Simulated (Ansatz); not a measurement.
LaSi2Pt:
```
CELL_PARAMETERS angstrom
      2.18227    -8.45615     0.00000
      2.18227     8.45615     0.00000
      0.00000     0.00000     4.26951
ATOMIC_POSITIONS crystal
  La 0.10602 0.89398 0.75000
  La 0.89398 0.10602 0.25000
  Si 0.75083 0.24917 0.75000
  Si 0.24917 0.75083 0.25000
  Si 0.53647 0.46353 0.25000
  Si 0.46353 0.53647 0.75000
  Pt 0.68074 0.31926 0.25000
  Pt 0.31926 0.68074 0.75000
```

Relaxed with r²SCAN. Special points in fractions of this cell's reciprocal vectors: Γ (0.000, 0.000, 0.000); Y (-0.500, 0.500, 0.000); C0 (-0.267, 0.733, 0.000); Σ0 (0.267, 0.267, 0.000); Z (0.000, 0.000, 0.500); A0 (0.267, 0.267, 0.500); E0 (-0.267, 0.733, 0.500); T (-0.500, 0.500, 0.500); S (0.000, 0.500, 0.000); R (0.000, 0.500, 0.500).

Question: List the band energies nearest the Fermi level at these points for r²SCAN (plane waves, PAW; program Ansatz).

Answer: In eV from the Fermi level; about four levels below and three above (degenerate sets whole), none deeper than 8.9 eV; points with the same levels are listed once.

```
k                           below                above
--  -----------------------------  -------------------
Γ         -1.56 -1.33 -0.94 -0.70       0.33 0.86 1.57
Y         -2.02 -1.16 -1.05 -1.04       0.08 0.83 1.31
C0  -1.98 -1.97 -0.79 -0.25 -0.15       0.26 0.66 1.81
Z         -1.60 -1.60 -0.61 -0.61  0.36 0.36 0.79 0.79
A0        -2.14 -2.14 -1.63 -1.63  2.24 2.24 2.59 2.59
T         -1.60 -1.60 -1.54 -1.54  0.51 0.51 1.43 1.43
S         -1.55 -0.83 -0.65 -0.12       0.49 0.58 1.71
R         -2.00 -2.00 -1.66 -1.66  2.21 2.21 2.62 2.62
```

Space group Cmcm. The first step of the workflow began from a Materials Project structure, measured or hypothetical; the Crystallography Open Database copy checked does not list it. Whether it is the stable phase at ambient conditions was not checked. The cell was relaxed with r²SCAN under the symmetry of its start; its stability against distortions is not shown here. No spin polarisation was allowed. Spin–orbit coupling is left out wherever it is not named.

Potentials: the later of the program's two PAW sets.
